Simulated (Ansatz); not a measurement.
**RbFe2As2 (I4/mmm): electronic heat capacity from the density of states**

Method: Ansatz 0.2.0, DFT r2SCAN, scalar-relativistic, plane waves, PAW.

Cutoff 500 eV; k points 14×14×14 on the computed 5-atom cell (Γ-centred); Gaussian smearing, width 0.10 eV; collinear spin from starting moments 0 1.96 1.96 -0.15 -0.15 μB.

Relaxed cell: I4/mmm, a = 3.638 Å, b = 3.638 Å, c = 15.437 Å, α = 90.00°, β = 90.00°, γ = 90.00°, 5 atoms in the primitive cell. Whether it is the stable form of this composition wasn't checked.

The density of states at the Fermi level is 2.292 states/eV in the cell of 5 atoms (1 formula unit; both spins, tetrahedra on a 21×21×21 mesh). The run ends with a moment of 3.09 μB a cell (largest on a site 1.78 μB), and the figure is for this state; a paramagnetic sample can have a quite different one. Another magnetic order, if the compound takes it, can change N(E_F) and the shape of the cell a good deal, and may open a gap, where γ is close to zero.

Q: What Sommerfeld coefficient does this give?

A: Per formula unit N(E_F) = 2.292 states/eV. γ = (π²/3) k_B² N(E_F) N_A = 2.357 mJ/(mol K²) per state/eV, so γ = 5.4 mJ/(mol K²), a mole of formula units. This is the bare band result: a measured γ of the same phase and magnetic order is as a rule larger by a factor 1 + λ from phonons and spin fluctuations. N(E_F) at one energy is sensitive to the mesh where the density of states has sharp peaks.

The state reached may not be the lowest one. Only parallel moments were tried here.

Only this magnetic start was tried.

Cost: 1 run of about 11 core-minutes, on Oxide Virtual Turin-like Processor (Zen 5) (shared hosts).